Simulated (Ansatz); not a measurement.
Relaxed-ion elastic tensor of Cs (bcc (W type), space group No. 229) in GPa (Voigt order), plane-wave PAW PBE+D3(BJ) (Ansatz code); density 2.00 g/cm³, 110.18 Å³ per atom.

|  | 1 | 2 | 3 | 4 | 5 | 6 |
|---|---|---|---|---|---|---|
| 1 | 2.4 | 2.0 | 2.0 | 0.0 | 0.0 | 0.0 |
| 2 | 2.0 | 2.4 | 2.0 | 0.0 | 0.0 | 0.0 |
| 3 | 2.0 | 2.0 | 2.4 | 0.0 | 0.0 | 0.0 |
| 4 | 0.0 | 0.0 | 0.0 | 1.7 | 0.0 | 0.0 |
| 5 | 0.0 | 0.0 | 0.0 | 0.0 | 1.7 | 0.0 |
| 6 | 0.0 | 0.0 | 0.0 | 0.0 | 0.0 | 1.7 |

Question: Is the crystal mechanically stable?

Answer: Yes: the smallest eigenvalue of C is 0.5 GPa.

Question: Work out the Voigt, Reuss and Hill averages.

Answer: K_V = 2.1, K_R = 2.1, K_H = 2.1; G_V = 1.1, G_R = 0.5, G_H = 0.8 GPa.

Question: Give Young's modulus, Poisson's ratio, Pugh's ratio and the universal anisotropy index.

Answer: E = 9KG/(3K + G) = 2.1 GPa; ν = 0.34; K/G = 2.71 (ductile by the Pugh limit of 1.75); A_U = 5G_V/G_R + K_V/K_R − 6 = 6.45.

Question: Estimate the sound speeds and the Debye temperature.

Answer: v_l = √((K + 4G/3)/ρ) = 1260 m/s, v_t = √(G/ρ) = 627 m/s, mean 704 m/s; Θ = (h/k)(3n/4πV)^(1/3) v_m = 43.7 K.

Question: Give the Zener ratio and Young's modulus along [100], [110] and [111].

Answer: A = 2C44/(C11 − C12) = 7.24; 1/E = S11 − 2(S11 − S12 − S44/2)Γ with Γ = 0, 1/4, 1/3 gives 0.7, 1.8, 4.0 GPa.

Space group Im-3m (bcc (W type)). The PBE+D3(BJ) relaxation kept the symmetry of its start. The pairwise dispersion correction was not fitted to metals. As this level gives no gap, shear constants depend on the k-mesh and smearing (Fermi–Dirac, 0.1 eV here). Spin–orbit coupling is left out wherever it is not named.

Potentials: the later of the program's two PAW sets.
